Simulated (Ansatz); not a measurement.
GaCuSe₂ (chalcopyrite)

```cif
data_Cu2Ga2Se4
_chemical_formula_sum 'Cu2 Ga2 Se4'
_space_group_name_H-M_alt 'P 1'
_space_group_IT_number 1
_cell_length_a 6.91380
_cell_length_b 6.91380
_cell_length_c 6.91380
_cell_angle_alpha 131.566
_cell_angle_beta 131.566
_cell_angle_gamma 70.916
loop_
_space_group_symop_operation_xyz
  'x, y, z'
loop_
_atom_site_label
_atom_site_type_symbol
_atom_site_fract_x
_atom_site_fract_y
_atom_site_fract_z
_atom_site_occupancy
Cu1 Cu 0.75000 0.25000 0.50000 1
Cu2 Cu 0.00000 0.00000 0.00000 1
Ga1 Ga 0.25000 0.75000 0.50000 1
Ga2 Ga 0.50000 0.50000 0.00000 1
Se1 Se 0.11877 0.12500 0.49377 1
Se2 Se 0.63123 0.62500 0.50623 1
Se3 Se 0.37500 0.88123 0.00623 1
Se4 Se 0.87500 0.36877 0.99377 1
```

Equation-of-state scan: isotropic scaling of the cell above, V₀ being its volume. The atoms relax within the cell's symmetry.

All values below come from PBE (plane waves to 420 eV, PAW, scalar-relativistic; Ansatz, a first-principles code). k mesh 8×8×8 (Γ-centred), Fermi-Dirac smearing 0.05 eV. The energy includes the smearing's −TS. With the shape held, the modulus is that of even scaling; a crystal free to change shape is softer. At this level the bands of GaCuSe2 touch or barely overlap; measurements give the solid a gap. GaCuSe2 is run without spin polarisation. GaCuSe2 was relaxed with its symmetry unable to fall. The PAW data are Ansatz's earlier set. ΔE is measured from the relaxed starting cell. The last digit holds for this mesh only.

| V (Å³/atom) | ΔE (meV/atom) |
|---|---|
| 19.024 | 152.9 |
| 19.748 | 91.0 |
| 20.473 | 47.7 |
| 21.198 | 19.8 |
| 21.923 | 4.6 |
| 22.647 | 0.0 |
| 23.372 | 4.1 |
| 24.097 | 15.5 |
| 24.821 | 32.8 |
| 25.546 | 55.1 |
| 26.271 | 81.5 |

### Question
What is the fitted pressure derivative B₀′?

### Answer
4.9.

### Question
What bulk modulus at fixed cell shape B₀ follows from a third-order Birch-Murnaghan fit?

### Answer
60.1 GPa. Check by three points about V = 22.647 Å³/atom, step 1.449: d²E/dV² ≈ (20 − 2·0 + 15) meV / 1.449² = 0.0167 eV/Å⁶, and V·d²E/dV² × 160.2 = 60.5 GPa.

(A scan under strain: stresses follow from slopes of the energy per volume, elastic moduli from its curvatures.)
